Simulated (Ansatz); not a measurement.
Relaxed AlN (zinc blende):

```
AlN
1.0
    0.00000     4.40321     4.40321
    2.20161     2.20161     4.40321
    2.20161     2.20161     0.00000
N Al
2 2
Direct
  0.00000   0.75000   0.75000
  0.50000   0.75000   0.75000
  0.00000   0.00000   0.00000
  0.50000   0.00000   0.00000
```

The atoms are displaced by Q × the pattern below (from a DFPT mode at X = (0.5, 0.5, 0.0), largest move 1; Q in Å), at fixed cell. (q is in reciprocal vectors of the primitive cell; the cell shown is doubled to hold the pattern.)

```csv
atom,x,y,z
N1,0.000,0.000,1.000
N2,0.000,0.000,-1.000
```

Atoms not listed stay in place.

Calculation: PBE (plane waves to 420 eV, PAW, scalar-relativistic; Ansatz, a quantum-chemistry and plane-wave program). k mesh 13×13×13 (Γ-centred), Fermi-Dirac smearing 0.05 eV. AlN was relaxed with its symmetry unable to fall.

At one point of the scan the forces (eV/Å) are:

```csv
atom,Fx,Fy,Fz
N1,0.000,0.000,3.676
N2,0.000,0.000,-3.676
Al3,0.000,0.000,0.000
Al4,0.000,0.000,0.000
```

Which point is it?
A. Q = -0.030 Å
B. Q = -0.120 Å
C. Q = -0.090 Å
D. Q = -0.150 Å

D, Q = -0.150 Å

(For displaced atoms, the force is minus the slope of the energy, and its curvature is a force constant, which sets phonon frequencies.)
